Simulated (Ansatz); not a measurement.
AlIr:
```xyz
4
Lattice="1.4139 -4.7720 0.0000 1.4139 4.7720 0.0000 0.0000 0.0000 4.1415" Properties=species:S:1:pos:R:3 pbc="T T T"
Al     1.4139    -0.8188     1.0354
Ir     1.4139    -3.3296     1.0354
Al     1.4139     0.8188     3.1061
Ir     1.4139     3.3296     3.1061
```

Relaxed with r²SCAN. Special points in fractions of this cell's reciprocal vectors: Γ (0.000, 0.000, 0.000); Y (-0.500, 0.500, 0.000); C0 (-0.272, 0.728, 0.000); Σ0 (0.272, 0.272, 0.000); Z (0.000, 0.000, 0.500); A0 (0.272, 0.272, 0.500); E0 (-0.272, 0.728, 0.500); T (-0.500, 0.500, 0.500); S (0.000, 0.500, 0.000); R (0.000, 0.500, 0.500).

### Question
List the band energies nearest the Fermi level at these points for r²SCAN in the plane-wave PAW code Ansatz.

### Answer
In eV from the Fermi level; about four levels below and three above (degenerate sets whole), none deeper than 8.9 eV; points with the same levels are listed once.

```json
[
 {"k": "Γ", "below": "-1.16 -1.09 -0.84 -0.11", "above": "4.37 5.70 6.83"},
 {"k": "Y", "below": "-1.71 -1.62 -0.61 -0.55", "above": "1.54 3.35 3.73"},
 {"k": "C0", "below": "-3.07 -2.54 -2.45 -1.15", "above": "0.96 2.27 4.25"},
 {"k": "Z", "below": "-2.00 -2.00 -0.39 -0.39", "above": "0.12 0.12 4.15 4.15"},
 {"k": "A0", "below": "-2.16 -2.16 -0.69 -0.69", "above": "1.97 1.97 4.04 4.04"},
 {"k": "T", "below": "-0.83 -0.83 -0.80 -0.80", "above": "7.18 7.18 10.07 10.07"},
 {"k": "S", "below": "-2.97 -2.46 -1.45 -1.19", "above": "0.83 2.29 3.97"},
 {"k": "R", "below": "-2.25 -2.25 -0.34 -0.34", "above": "2.46 2.46 3.96 3.96"}
]
```

Space group Cmcm. The start of the workflow was typed in or built on a structure type; neither database checked (COD, Materials Project) lists it. Its standing as an ambient phase is unchecked. Symmetry was held in the r²SCAN relaxation; whether a distortion lowers the energy is not shown. The run is not spin-polarised. Spin–orbit coupling is left out wherever it is not named.

Potentials: the later of the program's two PAW sets.
